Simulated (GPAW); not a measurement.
HPbNO4 and the effect of the dispersion correction

Space group P1 (No. 1). a = 3.857 Å, b = 4.338 Å, c = 5.984 Å, α = 81.87°, β = 83.26°, γ = 87.68°
```tsv
atom	site	symmetry	x	y	z
H	1a	1	0.6151	0.8956	0.1984
Pb	1a	1	0.6460	0.4465	0.9169
N	1a	1	0.7147	0.2381	0.5006
O	1a	1	0.1696	0.4701	0.7777
O	1a	1	0.6292	0.9704	0.4984
O	1a	1	0.5642	0.9258	0.0385
O	1a	1	0.7802	0.4225	0.3195
```

The cell comes from a database or a generator and needn't be the stable form of this composition.

Kept alike: task single point; functional PBE; k mesh 4 × 3 × 3; occupations fermi-dirac, width 0.05 eV; no spin polarisation. Program: GPAW, GPAW PAW data sets (gpaw-data 1.2.1), cutoff 800 eV. The mesh is that of the run's cell of 7 atoms. No spin-orbit coupling.

| dispersion correction | pressure (GPa) |
| --- | --- |
| D3(zero) | -1.54 |
| D3(BJ) | -1.76 |
| D4 | -2.00 |
| none | -0.64 |

The k mesh is coarse, so the values aren't converged. Pressure is positive in compression; the values hold the error of the finite cutoff, so their zero can differ a little from the energy's minimum.

**Question.** What does the dispersion correction change here?

**Answer.** The pressure runs from -2.00 (D4) to -0.64 GPa (none). Dispersion terms mostly attract, so at fixed cell they lower the pressure.
